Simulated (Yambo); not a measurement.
BSE-type run in Yambo on Sr$_{2}$OsH$_{6}$ (space group Fm-3m, No. 225), at zero momentum. PBEsol wavefunctions on a 4×4×4 mesh, a = 5.3914 Å, b = 5.3914 Å, c = 5.3914 Å, α = 60.00°, β = 60.00°, γ = 60.00°.

Yambo input:
```
rim_cut
optics
bse
bss
dipoles
em1s
RandQpts= 1000000
RandGvec= 1 Ry
FFTGvecs= 40 Ry
Chimod= "HARTREE"
BSKmod= "SEX"
BSEmod= "resonant"
BSSmod= "hs"
BSENGexx= 15 Ry
BSENGBlk= 3 Ry
% KfnQP_E
 1.282 | 1.0 | 1.0 |
%
% BSEQptR
 1 | 1 |
%
% BSEBands
 16 | 27 |
%
% BEnRange
 0.0 | 8.7 | eV
%
% BDmRange
 0.15 | 0.15 | eV
%
BEnSteps= 174
% BLongDir
 1.0 | 0.0 | 0.0 |
%
BSHayTrs= -0.02
BSSNEig= 24
WRbsWF
% BndsRnXs
 5 | 61 |
%
NGsBlkXs= 3 Ry
% LongDrXs
 1.0 | 1.0 | 1.0 |
%
```

From the report:

The dimension is k points × valence × conduction bands = 64 × 6 × 6 = 2304.
```
   [SLEPC] Approach                          : Krylov-Schur
   [SLEPC] Number of requested eigenvalues   :  24
   [SLEPC] Number of eigenvalues        [NEV]:  24
    [K] Dimension                                    :  2304
    [K] Bands                                        :  16  27
    [K] Exchange res                                 : yes
    [K] Correlation res                              : yes
    [K] W interaction is bare                        : no
    [K] RL vectors exchange                          :   749
    [K] RL vectors correlation                       :   65
    [W] Matrix size                                  :   65
    [W] Bands                                        :    5   61
    [W] Coulomb Cutoff                               : none
    [W] Hxc Kernel                                   : HARTREE
```

Spin-orbit coupling is not included.

Geometry of the Materials Project entry, not relaxed at this level.

The structure is a Materials Project entry; no match was found in the copy of COD used, and its stability was not checked.
